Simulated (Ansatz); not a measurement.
Values for one crystal, relaxed and computed with r²SCAN in the plane-wave PAW code Ansatz; other levels are named.

- Volume per atom: 12.38 Å³
- Band gap: 0.45 eV (indirect)
- Valence-band maximum: at T
- Electron effective mass with spin–orbit coupling: 0.15, 0.38, 1.1 mₑ (principal values)
- Pressure derivative B′: 4.1
- Conduction-band minimum: at L (3 equivalent valleys)
- Bulk modulus (Birch–Murnaghan fit): 208 GPa

Question: Pick the material that matches.
A. GaN, zinc blende
B. NbCuN2, R-3m (Nb on 3b, Cu on 3a, N on 6c)
C. GaN, I4mm (Ga on 2a, N on 2a)
D. Si3N4, P31c (Pearson symbol hP28)

Answer: B, NbCuN2, R-3m (Nb on 3b, Cu on 3a, N on 6c)

The start of the workflow was typed in or built on a structure type; neither database checked (COD, Materials Project) lists it. Its standing as an ambient phase is unchecked. Symmetry was held in the r²SCAN relaxation; whether a distortion lowers the energy is not shown. The workflow began spin-polarised and lost its moments. Scalar-relativistic: spin–orbit coupling is off unless named, which matters more the heavier the elements.

Potentials: the earlier of the program's two PAW sets.
